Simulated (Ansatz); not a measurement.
AgI:
```
AgI
1.0
    4.48567     0.00000     0.00000
   -2.24284     3.88471     0.00000
    0.00000     0.00000     7.33888
Ag I
2 2
Cartesian
  0.00000   2.58980   0.01918
  2.24284   1.29490   3.68862
  0.00000   2.58980   2.76886
  2.24284   1.29490   6.43830
```

Relaxed with LDA. Special points in fractions of this cell's reciprocal vectors: Γ (0.000, 0.000, 0.000); M (0.500, 0.000, 0.000); K (0.333, 0.333, 0.000); A (0.000, 0.000, 0.500); L (0.500, 0.000, 0.500); H (0.333, 0.333, 0.500).

Q: List the band energies nearest the valence-band maximum at these points for LDA in the plane-wave PAW code Ansatz.

A: In eV from the valence-band maximum; about four levels below and three above (degenerate sets whole), none deeper than 8.9 eV; points with the same levels are listed once.

| k | below | above |
|---|---|---|
| Γ | -0.83 -0.83 -0.09 0.00 0.00 | 1.09 2.38 5.54 5.54 |
| M | -2.52 -2.05 -1.23 -0.83 | 3.17 3.33 4.54 |
| K | -2.89 -2.89 -1.77 -1.77 -1.55 | 3.99 4.53 4.53 |
| A | -0.43 -0.43 -0.43 -0.43 | 2.46 2.46 5.46 5.46 |
| L | -1.44 -1.44 -1.43 -1.43 | 2.99 2.99 4.65 4.65 |
| H | -2.24 -2.24 -1.31 -1.31 | 3.78 3.78 5.42 5.42 |

Space group P6_3mc (wurtzite). The cell was relaxed with LDA under the symmetry of its start; of distortions, only those at the zone centre were tested. The run is not spin-polarised. Spin–orbit coupling is left out wherever it is not named.

Potentials: the later of the program's two PAW sets.
